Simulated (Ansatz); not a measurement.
## Ba, beta-Sn type: geometry optimisation

Theory: DFT, LDA (PW92), plane waves (420 eV) with PAW, scalar-relativistic (Ansatz). (PAW data from PBE, frozen cores regenerated.)

k-point mesh 8×8×6, Fermi-Dirac smearing 0.1 eV, no spin polarisation. Cell and atoms relax.

Starting structure:

```
Ba
1.0
    -3.91696    3.91696    2.13866
     3.91696   -3.91696    2.13866
     3.91696    3.91696   -2.13866
Ba
2
Direct
  0.00000 0.00000 0.00000
  0.75000 0.25000 0.50000
```

Question: What cell does the relaxation end in?

Answer: I4_1/amd with a = 7.159 Å, c = 3.903 Å (c/a = 0.545); 50.01 Å³ per atom against 65.63 at the start (-23.8 %).

Question: How much energy does the relaxation gain?

Answer: 100.2 meV per atom.

The k-point mesh keeps fewer symmetry operations than the starting structure has, so the cell can leave it.
